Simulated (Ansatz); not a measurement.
SbPt:
```
CELL_PARAMETERS angstrom
      4.18727     0.00000     0.00000
     -2.09363     3.62628     0.00000
      0.00000     0.00000     5.51153
ATOMIC_POSITIONS crystal
  Pt 0.00000 0.00000 0.00000
  Pt 0.00000 0.00000 0.50000
  Sb 0.33333 0.66667 0.25000
  Sb 0.66667 0.33333 0.75000
```

Relaxed with r²SCAN. Special points in fractions of this cell's reciprocal vectors: Γ (0.000, 0.000, 0.000); M (0.500, 0.000, 0.000); K (0.333, 0.333, 0.000); A (0.000, 0.000, 0.500); L (0.500, 0.000, 0.500); H (0.333, 0.333, 0.500).

### Question
List the band energies nearest the Fermi level at these points for DFT-r²SCAN in the program Ansatz with PAW potentials.

### Answer
In eV from the Fermi level; about four levels below and three above (degenerate sets whole), none deeper than 8.9 eV; points with the same levels are listed once.

```csv
k,below,above
Γ,-2.25 -2.25 -0.15 -0.15,0.74 2.38 2.71
M,-2.80 -2.41 -2.24 -0.67,1.95 4.43 4.48
K,-2.33 -2.33 -2.28 -0.58 -0.58,0.81 0.81 2.94
A,-3.76 -3.76 -3.76 -3.76 -1.18 -1.18,2.35 2.35 2.35 2.35
L,-3.34 -3.34 -3.19 -3.19,0.35 0.35 1.78 1.78
H,-2.23 -2.23 -1.87 -1.87,4.33 4.33 5.83 5.83
```

Space group P6_3/mmc (NiAs type). The workflow started from an entry of the Crystallography Open Database (COD). Its standing as an ambient phase is unchecked. The cell was relaxed with r²SCAN under the symmetry of its start; whether a distortion lowers the energy is not shown. The run is not spin-polarised. Spin–orbit coupling is left out wherever it is not named.

Potentials: the later of the program's two PAW sets.
